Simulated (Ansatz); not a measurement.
**AlNi: energy along a strain**

AlNi, Cmmm, a = 3.877 Å, b = 3.906 Å, c = 3.099 Å (as given, not relaxed at this level: 0.7 GPa). The structure is a Materials Project entry; whether it is the stable form wasn't checked. Ansatz: r2SCAN, PAW, 500 eV, Γ-centred 18×18×16 mesh on 2 atoms, Gaussian smearing 0.15 eV; no spin polarisation. Cell vectors (Å): 1.939 -1.953 0.000; 1.939 1.953 0.000; 0.000 0.000 3.099. The cell is strained by x per cent times the pattern (1 0 0 0 0 0) in the order xx yy zz yz xz xy (engineering shears), with fractional coordinates held. y is the free energy over the start, V0 = 11.736 Å³/atom.

| x (%) | y (meV/atom) |
| --- | --- |
| -2.00 | ? |
| -1.50 | 6.73 |
| -1.00 | 3.90 |
| 0.00 | 0.00 |
| 0.50 | -1.09 |
| 1.50 | -1.63 |
| 2.00 | -1.11 |

Question: Fit y = c1 x + c2 x² + c3 x³ to the other rows, get the stiffness along the pattern, and predict the missing energy.

Answer: Least squares on the rows shown. y = −2.744 x + 1.133 x² − 0.01928 x³. The clamped-ion stiffness p·C·p = 2 × 11.33 eV × 160.2 / 11.736 Å³ = 309 GPa, which is C11 in these axes (second derivative at the start, which stands under stress). At x = -2.00 the fit asked for gives 10.17 meV/atom. The run gave 10.18 meV/atom, so the fit is 0.01 meV/atom too low, a small miss on the scale of the series.